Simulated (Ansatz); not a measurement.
Bi₂TeO₂:
Space group P-3m1 (No. 164); a = 4.0359 Å, b = 4.0359 Å, c = 7.3304 Å, α = 90.00°, β = 90.00°, γ = 120.00°

```json
[
 {"atom": "Bi", "site": "2d", "symmetry": "3m.", "x": "0.3333", "y": "0.6667", "z": "0.2016"},
 {"atom": "Te", "site": "1b", "symmetry": "-3m.", "x": "0.0000", "y": "0.0000", "z": "0.5000"},
 {"atom": "O", "site": "2d", "symmetry": "3m.", "x": "0.6667", "y": "0.3333", "z": "0.1144"}
]
```

Relaxed with PBEsol.

Give the optical modes at the zone centre with their infrared activity from DFPT, DFT-PBEsol in the program Ansatz with PAW potentials.

Transverse frequencies, without the LO–TO term; a row sums one degenerate level.

```tsv
ω (cm⁻¹)	degeneracy	IR ((D/Å)²/amu)	activity	symmetry
52	1	32.42	IR	A2u
67	2	0.00	IR-inactive	Eg
80	2	18.62	IR	Eu
147	1	0.00	IR-inactive	A1g
210	2	82.05	IR	Eu
286	2	0.00	IR-inactive	Eg
292	1	68.15	IR	A2u
361	1	0.00	IR-inactive	A1g
```

How high does the top mode go among those that the LO–TO term moves?

325 cm⁻¹ for q along x, 325 cm⁻¹ for q along y, 448 cm⁻¹ for q along z.

The start of the workflow was typed in or built on a structure type; neither database checked (COD, Materials Project) lists it. Whether it is the stable phase at ambient conditions was not checked. Symmetry was held in the PBEsol relaxation; its stability against distortions is not shown here. The volume moved by 21 % from the start of the relaxation. Scalar-relativistic: spin–orbit coupling is off unless named, which matters more the heavier the elements.

Potentials: the earlier of the program's two PAW sets. The files were generated under PBE; for other functionals the program regenerates the frozen cores, and for LDA and PBEsol the local potential too.
